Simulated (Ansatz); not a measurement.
Space group Pm-3m (No. 221). a = 4.119 Å, b = 4.119 Å, c = 4.119 Å, α = 90.00°, β = 90.00°, γ = 90.00°
```tsv
atom	site	symmetry	x	y	z
Hf	1b	m-3m	0.5000	0.5000	0.5000
Pb	1a	m-3m	0.0000	0.0000	0.0000
O	3c	4/mm.m	0.0000	0.5000	0.5000
```

Equation of state of this HfPbO₃ structure (not necessarily the ground state), with shape and atoms relaxed at each volume where symmetry leaves them free. Method: DFT PBEsol, scalar-relativistic, plane waves, PAW (Ansatz).

Plane waves to 420 eV, a k mesh through Γ of 8×8×8 on the computed 5-atom cell and Gaussian smearing (0.02 eV); no spin polarisation.

```csv
V (Å³/atom),E − E(largest V) (meV/atom),P (GPa),gap on mesh (eV)
12.298,74.29,29.77,2.37
12.717,8.93,20.41,2.38
13.137,-33.82,12.48,2.38
13.556,-57.41,5.73,2.38
13.975,-64.66,0.00,2.37
14.395,-58.14,-4.89,2.31
14.814,-39.77,-9.03,2.23
15.373,0.00,-13.61,2.12
```

**Question.** Fit a third-order Birch–Murnaghan equation to E(V).

**Answer.** V0 = 13.97 Å³/atom, B0 = 176 GPa, B0' = 4.4.

Spin-orbit coupling is left out, which matters for the bands of heavy elements.

Symmetry holds off the tilts and polar distortions that many cubic perovskites undergo.